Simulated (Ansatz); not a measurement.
TaRu:
```
CELL_PARAMETERS angstrom
      0.00000     2.58450     2.58450
      2.58450     0.00000     2.58450
      2.58450     2.58450     0.00000
ATOMIC_POSITIONS crystal
  Ru 0.00000 0.00000 0.00000
  Ta 0.50000 0.50000 0.50000
```

Relaxed with r²SCAN.

### Question
Map the electron localisation function on the plane through (0.000, 0.000, 0.000) spanned by u = [1, 0, 0] and v = [0, 1, -1] in lattice vectors, from DFT-r²SCAN in the program Ansatz with PAW potentials.

### Answer
x is the fraction of u, y of v (the angle between them is 90°; rows are the nearest grid lines); atoms in the plane: Ru at (0.00, 0.00), Ta at (0.50, 0.50).
```
|5677533455543357765|
|6677533444443357766|
|7776434433344346777|
|7765434321234345677|
|5544443222223444455|
|3333434566654343333|
|3344347999997434433|
|4443259987899523444|
|5432269841489622345|
|5431269710179621345|
|5432269841489622345|
|4443259987899523444|
|3344347999997434433|
|3333434566654343333|
|5544443222223444455|
|7765434321234345677|
|7776434433344346777|
|6677533444443357766|
|5677533455543357765|
```
Scale: ten equal steps from 0.010 (start of '0') to 0.802 (end of '9'), in the order '0123456789'; x runs from 0.000 to 1.00, y from 0.000 (bottom) to 1.00 (top).

The density is the valence pseudo-density with augmentation charge, so density and ELF within about 1 Å of a nucleus are not all-electron values.

Space group Fm-3m (rock salt). The start of the workflow was typed in or built on a structure type; neither database checked (COD, Materials Project) lists it. COD files the formula under space group No. 123, 221, so this cell is another polymorph or a model. Its standing as an ambient phase is unchecked. The r²SCAN relaxation kept the symmetry of its start. At this level the phase is mechanically unstable. The run is not spin-polarised. Its formation energy is positive at this level, so the cell may be metastable or incomplete. Scalar-relativistic: spin–orbit coupling is off unless named, which matters more the heavier the elements.

Potentials: the earlier of the program's two PAW sets.
